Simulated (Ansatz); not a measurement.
# GeSe, first-principles data

GeSe:
```xyz
4
Lattice="4.7907 0.0000 0.0000 -2.3954 4.1489 0.0000 0.0000 0.0000 5.8638" Properties=species:S:1:pos:R:3 pbc="T T T"
Ge     2.3954     1.3830     0.2022
Ge     0.0000     2.7659     3.1341
Se     2.3954     1.3830     3.4639
Se     0.0000     2.7659     0.5319
```

Space group P6_3mc (No. 186), wurtzite; conventional cell a = 4.7907 Å, b = 4.7907 Å, c = 5.8638 Å, α = 90.00°, β = 90.00°, γ = 120.00°.

Method: plane-wave PAW PBE (Ansatz code). Geometry: relaxed at this level of theory. Other levels are named where they apply.

Cell and energy:

- Volume per atom: 29.14 Å³
- Density: 4.32 g/cm³
- Formation energy from the elements (no fitted shifts): -12 kJ/mol-atom

Electronic structure:

* **Band gap**: 0.91 eV (indirect)
* **Valence-band maximum**: on the M–K line, 67 % of the way from M
* **Conduction-band minimum**: on the K–Γ line, 72 % of the way from K (6 equivalent valleys)
* **Smallest direct gap on the standard path**: 1.30 eV
* **Electron effective mass**: 0.98, 1.3, 2.3 mₑ (principal values)
* **Hole effective mass**: 0.23, 0.58, 2.5 mₑ (principal values)

Mechanics:

- Bulk modulus (Birch–Murnaghan fit) = 32.0 GPa
- Pressure derivative B′ = 5.3

The cell is a constructed one: a structure type filled with these elements; neither database checked (COD, Materials Project) lists it. It is not the phase usual at ambient conditions (space group No. 62). The PBE relaxation kept the symmetry of its start; whether a distortion lowers the energy is not shown. The references are the lowest solids computed at this level, not always the standard phases. Spin–orbit coupling is left out wherever it is not named.

Potentials: the later of the program's two PAW sets.
